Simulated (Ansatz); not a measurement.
Lattice vibrations of RbSi3Ge3 at Γ

Method: Ansatz, DFT PBE, scalar-relativistic, plane waves, PAW. Cutoff 420 eV, 6×6×6 k-points (Γ-centred), Fermi-Dirac smearing of 0.15 eV. No spin polarisation. Phonons by linear response, acoustic sum rule imposed.

The cell, relaxed at this level:
```xyz
14
Lattice="6.9867 0.0000 0.0000 0.0000 6.9867 0.0000 0.0000 0.0000 6.9867" Properties=species:S:1:pos:R:3 pbc="T T T"
Rb    3.4934    3.4934    3.4934
Rb    0.0000    0.0000    0.0000
Si    3.4934    0.0000    5.2400
Si    5.2400    3.4934    0.0000
Si    0.0000    5.2400    3.4934
Si    3.4934    0.0000    1.7467
Si    1.7467    3.4934    0.0000
Si    0.0000    1.7467    3.4934
Ge    0.0000    3.4934    5.2400
Ge    5.2400    0.0000    3.4934
Ge    3.4934    5.2400    0.0000
Ge    0.0000    3.4934    1.7467
Ge    1.7467    0.0000    3.4934
Ge    3.4934    1.7467    0.0000
```

It was reached by relaxing an invented guess, and it needn't be the stable form of this composition. In a metal, frequencies depend on the k mesh and the smearing, soft modes most.

Optical modes at Γ:
```
frequency (cm⁻¹)  degeneracy
              55           3
              64           3
              77           3
              87           3
             111           3
             126           1
             163           3
             188           2
             278           3
             289           3
             309           3
             313           3
             328           2
             340           1
             348           3
```

All 39 optical modes at Γ are real: no displacement of atoms at fixed cell lowers the energy to second order. Strains and modes at other wave vectors aren't tested by this run.
